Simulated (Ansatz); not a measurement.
CdSe (wurtzite, P6_3mc), plane-wave PAW PBE (Ansatz code). The conduction-band minimum lies at Γ, with 1 equivalent valley. Second derivatives d²E/dk² of the lowest band at one valley (eV·Å²), along Cartesian directions:

```tsv
direction	d²E/dk²
[100]	131.9
[010]	131.9
[001]	137.2
[110]	131.9
[101]	134.5
[011]	134.5
```

### Question
Find the principal effective masses, the density-of-states mass and the conductivity mass.

### Answer
Off-diagonal terms follow from H_xy = H[110] − (H_xx + H_yy)/2, and m*/mₑ = 7.620 eV·Å² over each eigenvalue: 0.056, 0.058, 0.058. One valley's DOS mass (m₁m₂m₃)^(1/3) = 0.057, conductivity mass 3/(Σ 1/mᵢ) = 0.057 mₑ.

### Question
What effective density of states Nc follows at 300 K for parabolic valleys?

### Answer
Nc = 2.509e19 × 1 × (0.057)^(3/2) ≈ 3.4e17 cm⁻³.

Symmetry was held in the PBE relaxation. Spin–orbit coupling is left out wherever it is not named.

Potentials: the later of the program's two PAW sets.

Edges and masses are those of Kohn–Sham bands, whose gap is no quasiparticle gap.
